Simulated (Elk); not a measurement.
An Elk run on ErH with settings drawn from a wide range, so not all are converged; totals and levels move with the basis, and no second program has checked them. Theory: DFT, PBE, all-electron APW+lo, Dirac cores, scalar-relativistic bands (Elk 11.2.3 with local patches). Elk's input is in atomic units.

Command: `OMP_NUM_THREADS=1 elk` The run took about 560 s on 1 thread of a shared machine.

```
tasks
  0
  110
  115
  15

xctype
  20

rgkmax
  8

gmaxvr
  18

lmaxapw
  8

lmaxo
  6

lmaxi
  4

nrmtscf
  2.5

nempty
  6

epspot
  1e-07

epsengy
  1e-05

maxscl
  100

swidth
  0.002

stype
  3

lradstp
  4

mixtype
  1

hmaxvr
  6

reducebf
  0.5

spinpol
  .true.

tforce
  .true.

lorbcnd
  .true.

autolinengy
  .true.

sppath
  './'

avec
  0.00000000000 4.63357430471 4.63357430471
  4.63357430471 0.00000000000 4.63357430471
  4.63357430471 4.63357430471 0.00000000000

atoms
  2
  'Er.in'
  1
  0.000000000000 0.000000000000 0.000000000000   0.000 0.000 -2.000
  'H.in'
  1
  0.500000000000 0.500000000000 0.500000000000   0.000 0.000 0.000

ngridk
  8 8 8
```

Muffin-tin radii in the species files: H 1.33, Er 2.66 bohr.

The cell is the one relaxed in the Materials Project (mp-1002221), not relaxed further here; entries there can be hypothetical. The listed cell was then made from it by scaling, straining or moving an atom.

Q: What does the run give?

A: It did not converge (100 SCF iterations).
```
Warning(gndstate): failed to reach self-consistency after 100 loops
```
